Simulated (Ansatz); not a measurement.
input.yaml (Ansatz)

```yaml
crystal:
  lattice:
    - [0.0, 2.74107992, 2.74107992]
    - [2.74107992, 0.0, 2.74107992]
    - [2.74107992, 2.74107992, 0.0]
  atoms:
    - { symbol: V, position: [0.125, 0.125, 0.125] }
    - { symbol: V, position: [0.875, 0.875, 0.875] }
hamiltonian:
  xc: blyp
  pseudopotentials:
    kind: paw
    azcp:
      V: "pseudopotentials/V.paw.azcp"
basis:
  ecutwfc: 420
  fft_grid_basis: typed
kpoints:
  mp_grid: { grid: [17, 17, 17], shift: [0, 0, 0] }
magnetization:
  spin_polarized: false
scf:
  occupations: { method: fermi_dirac, width: 0.1 }
output:
  stress: true
```

and its output:

```
Engine: ansatz 0.2.0, aarch64-unknown-linux-gnu
Pseudopotentials: kind: paw
Pseudopotential: V, paw, valence charge 13, recommended cutoff 420 eV (normal) 
Functional definition: BLYP
  parameter beta = 0.0042
  parameter a = 0.04918
  parameter b = 0.132
  parameter c = 0.2533
  parameter d = 0.349
  exchange = b88_x(beta = beta)
  correlation = lyp_c(a = a, b = b, c = c, d = d)
Crystal: 2 atoms, lattice volume = 41.190 Å³
Basis set: ecut = 420 eV, 821 PW (Γ), exchange–correlation on 54×54×54 points (8 copies of the dense FFT grid, shifted against one another)
Bands: 17, of which v1, the nominal top of the filled ones, is band 13 counted from 1 (12 counted from 0)
Symmetry: 48 space group operations
Space group: Fd-3m (ITA 227), of the structure as read, at distance tolerance 3.5e-5 Å
k-points: 165 of 4913
Non-local potential: V, projectors of the file, l = 0: 3, l = 1: 2, l = 2: 3, l = 3: 1
PAW form: soft (Blöchl's): semilocal exchange-correlation on the pseudo side does not see the compensation charge
PAW frozen core: V, regenerated for the run's functional, and the local potential with it (the file was generated under x = pbe(κ = 0.804, μ = 0.2195149727645171), c = pbe(β = 0.06672455060314922))
PAW one-centre angular grid: V, 590 points (default); XC on 64 Gauss nodes
Initial density: superposition of atomic densities (neutral atoms: chi_scale 0, normalization atom), corrected by the library's trained network
Initial wavefunctions: pseudopotential atomic-orbital guess
Functional: x = b88, c = lyp
SCF iter   1: F=—  HF=-5833.936133 eV  |F-HF|=—  |Δ(HF+E_count)|=         —  Δρ=1.55e-2  dr2=9.60e-2  ethr=1.77e-3  ⟨swp⟩=3.2  Hψ=11179  notcnv=0
SCF iter   2: F=—  HF=-5833.924141 eV  |F-HF|=—  |Δ(HF+E_count)|=   1.20e-2  Δρ=6.67e-3  dr2=1.83e-2  ethr=3.69e-4  ⟨swp⟩=2.3  Hψ=4705  notcnv=0
SCF iter   3: F=—  HF=-5833.923267 eV  |F-HF|=—  |Δ(HF+E_count)|=   8.74e-4  Δρ=1.83e-3  dr2=1.26e-3  ethr=7.03e-5  ⟨swp⟩=2.1  Hψ=3506  notcnv=0
SCF iter   4: F=—  HF=-5833.923712 eV  |F-HF|=—  |Δ(HF+E_count)|=   4.45e-4  Δρ=4.30e-4  dr2=4.10e-5  ethr=4.85e-6  ⟨swp⟩=2.0  Hψ=3703  notcnv=0
SCF iter   5: F=—  HF=-5833.923765 eV  |F-HF|=—  |Δ(HF+E_count)|=   5.35e-5  Δρ=7.39e-5  dr2=3.00e-6  ethr=1.58e-7  ⟨swp⟩=2.0  Hψ=3720  notcnv=0
SCF iter   6: F=—  HF=-5833.923768 eV  |F-HF|=—  |Δ(HF+E_count)|=   2.41e-6  Δρ=2.45e-5  dr2=3.66e-7  ethr=1.15e-8  ⟨swp⟩=2.0  Hψ=3647  notcnv=0
SCF iter   7: F=-5833.923768 eV  HF=-5833.923768 eV  |F-HF|=2.13e-8  |Δ(HF+E_count)|=   2.81e-7  Δρ=6.30e-6  dr2=1.40e-8  ethr=3.85e-10  ⟨swp⟩=4.0  Hψ=8908  notcnv=0
SCF 1 converged in 7 iterations: F = -5833.923768 eV  dr2 = 1.40e-8
SCF converged after 7 iterations
Free energy (F): -5833.923768 eV
Harris-Foulkes:  -5833.923768 eV  (|F-HF|=2.13e-8)
Internal energy: -5833.733624 eV  (E = F + TS)
E sigma→0 (E₀):  -5833.828696 eV
Entropy (-TS):   -0.190144 eV (-95.072 meV/atom)
Fermi energy:    10.188473 eV
--- Per-component energies (eV) ---
  E_band       = -446.271568
  E_kinetic    = 671.236499
  E_local      = -2750.418988  (includes V_loc(G=0)·N_el)
  E_nonlocal   = -79.580344
  E_hartree    = 1218.198054
  E_xc         = -252.999064
  E_vxc        = -319.439586  (∫ρ·V_xc dr)
  E_paw        = -2248.993277  (= ΣΔE_a)
  E_vpaw       = -404.466258  (= ΣTr[D̂ρ^β])
  E_aug_tail   = 0.000554  (compensation charges beyond the density's cutoff)
  E_ewald      = -2391.208822
  E_core_change = 0.031765  (= ΣΔE_core)
  E_smearing   = -0.190144  (= −TS)
  E_closure    = -0.000000  (closes the sum)
  Σ components = -5833.923768   (vs F -5833.923768, Δ=0.00e0)
--- Stress (GPa, compression-positive) ---
       -1.920297       0.000000       0.000000
        0.000000      -1.920297      -0.000000
       -0.000000      -0.000000      -1.920297
  P = ⅓ Tr σ = -1.9203 GPa (-19.203 kbar)
```
